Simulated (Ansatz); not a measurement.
Relaxed-ion elastic tensor of Ag (diamond, Fd-3m) in GPa (Voigt order), the program Ansatz at the r²SCAN level (PAW); density 6.32 g/cm³, 28.35 Å³ per atom.

```
      1     2     3      4      5      6
-  ----  ----  ----  -----  -----  -----
1  31.3  42.5  42.5    0.0    0.0    0.0
2  42.5  31.3  42.5    0.0    0.0    0.0
3  42.5  42.5  31.3    0.0    0.0    0.0
4   0.0   0.0   0.0  -11.9    0.0    0.0
5   0.0   0.0   0.0    0.0  -11.9    0.0
6   0.0   0.0   0.0    0.0    0.0  -11.9
```

Is the crystal mechanically stable?

No: the smallest eigenvalue of C is -11.9 GPa.

The start of the workflow was typed in or built on a structure type; neither database checked (COD, Materials Project) lists it. It is not the phase usual at ambient conditions (space group No. 225). The r²SCAN relaxation kept the symmetry of its start. At this level the phase is mechanically unstable. No spin polarisation was allowed. As this level gives no gap, shear constants depend on the k-mesh and smearing (Fermi–Dirac, 0.1 eV here).

Potentials: the earlier of the program's two PAW sets.
